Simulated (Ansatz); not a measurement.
Stress against strain in TaRu

```
CELL_PARAMETERS angstrom
3.05300 0.00000 0.00000
0.00000 3.05300 0.00000
0.00000 0.00000 3.38900
ATOMIC_POSITIONS crystal
Ta 0.50000 0.50000 0.50000
Ru 0.00000 0.00000 0.00000
```

Atoms are numbered in the order listed.

The geometry is COD entry 1523017, unchecked; take it as a test cell.

Spin polarisation is left out, and whether a magnetic state lies lower isn't shown here.

No spin–orbit coupling, which matters for the heavy atoms here.

These are results of DFT, LDA, all-electron LAPW, scalar-relativistic (Ansatz 0.2.0), not measurements.

Sampling and basis: a Γ-centred 11×11×10 k mesh, Fermi–Dirac smearing of 0.05 eV, basis error target 0.5 meV/atom, no spin polarisation.

The strain is applied along the Cartesian axes of the cell as listed (the other components stay zero). Fractional coordinates are held (clamped ions).

σ is the change of stress from the unstrained cell, which is at -10.31 GPa; tension is positive, so slopes are stress–strain coefficients at that pressure. In a metal the k mesh adds noise.

Only quantities that a quadratic follows smoothly over the whole series are listed; rougher ones are left out.

```tsv
εzz	σzz (GPa)	σxx (GPa)
-0.0200	-6.19	-4.17
0.0000	0.00	0.00
0.0100	2.86	1.98
0.0200	5.77	3.82
```

(1) Fit the series and read off the stiffness at zero strain.

(2) One run, at εzz = -0.0100, is withheld. Predict its row.

Results:

(1) Least-squares fits y = p0 + p1 x + p2 x² to the rows give σzz (GPa): p1 = 298, p2 = -450; σxx (GPa): p1 = 200, p2 = -460. So C33 = 298 GPa and C13 = 200 GPa, for these axes.

(2) The fits give -3.06, -2.03; the run gave -2.95, -2.06.
